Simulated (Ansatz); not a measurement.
## Zone-centre phonons of LiF at 11 GPa: input and output

The calculation used DFT LDA, scalar-relativistic, plane waves, PAW (Ansatz).

Launched with:
```bash
ansatz run input.yaml --threads 1 --pin off --max-ram 1228MiB --backend cpu --events-out ev --progress --plain --runs-dir out
```

Input (bare energies are in eV):
```yaml
crystal:
  lattice:
    - [0.0, 1.8891793723, 1.8891793723]
    - [1.8891793723, 0.0, 1.8891793723]
    - [1.8891793723, 1.8891793723, 0.0]
  atoms:
    - { symbol: Li, position: [0.0, 0.0, 0.0] }
    - { symbol: F, position: [0.5, 0.5, 0.5] }
basis:
  ecutwfc: 420
kpoints:
  mp_grid: { grid: [10, 10, 10] }
hamiltonian:
  xc: lda
scf:
  occupations: { method: fixed }
output:
  eigenvalues: true
phonons:
  method: dfpt
  dielectric: true
  rigid_motions: translations
  eigenvectors: true
```

Results section of the output:
```
--- Phonons (Γ-DFPT): 2 representative perturbations + reference, on 102 of 1000 k-points (Σ response iterations 7) ---
  k mesh reduced under 8 symmetry operations, with k and −k counted as one. Each operation leaves every solved perturbation unchanged. A smaller set is not considered because the run solves the response ...
  ASR residual: 8.333e-5 → 0.000e0 eV/Å²; symmetrization residual: 1.874e-7 eV/Å²
  ASR residual per site (eV/Å²): 8.36e-6 8.33e-5
  Γ frequencies (cm⁻¹): 0.00 0.00 0.00 432.05 432.05 432.05
  ε∞ (high-frequency dielectric tensor):
        2.149495    -0.000000    -0.000000
        0.000000     2.149495    -0.000000
        0.000000     0.000000     2.149495
  ε⁰ (static dielectric tensor: ions relaxed, cell fixed):
        6.221950     0.000000    -0.000000
        0.000000     6.221950    -0.000000
       -0.000000    -0.000000     6.221950
  ε⁰ − ε∞ (ionic part):
        4.072455     0.000000    -0.000000
        0.000000     4.072455    -0.000000
       -0.000000    -0.000000     4.072455
  softest optical mode at Γ: 432.05 cm⁻¹; the repairs (sum rule, projections) moved no ω² at Γ by more than (1.11 cm⁻¹)²
  Born effective charges Z* (e; rows j = field, columns β = displacement):
    site 0:
         1.02906    0.00000   -0.00000
        -0.00000    1.02906    0.00000
         0.00000    0.00000    1.02906
    site 1:
        -1.02906   -0.00000    0.00000
         0.00000   -1.02906   -0.00000
         0.00000   -0.00000   -1.02906
  Z* charge neutrality: 3.371e-6 e pre-enforcement
  k-mesh period / interband length: 26.7 Å / 0.79 Å = 33.78 at k = (0.0000, 0.0000, -0.5000), direct gap 11.750 eV — 14 or more, which is no proof of convergence
  optical modes at Γ without the LO–TO term, one row a degenerate level:
      ω (cm⁻¹) modes IR ((D/Å)²/amu)
        432.05      3            14.4188
  optical modes at Γ + LO–TO along q̂ = [1.0000, 0.0000, 0.0000]:
      ω (cm⁻¹) modes IR ((D/Å)²/amu)
        432.05      2             9.6125
        735.06      1             4.8063
  optical modes at Γ + LO–TO along q̂ = [0.0000, 1.0000, 0.0000]:
      ω (cm⁻¹) modes IR ((D/Å)²/amu)
        432.05      2             9.6125
        735.06      1             4.8063
  optical modes at Γ + LO–TO along q̂ = [0.0000, 0.0000, 1.0000]:
      ω (cm⁻¹) modes IR ((D/Å)²/amu)
        432.05      2             9.6125
        735.06      1             4.8063
```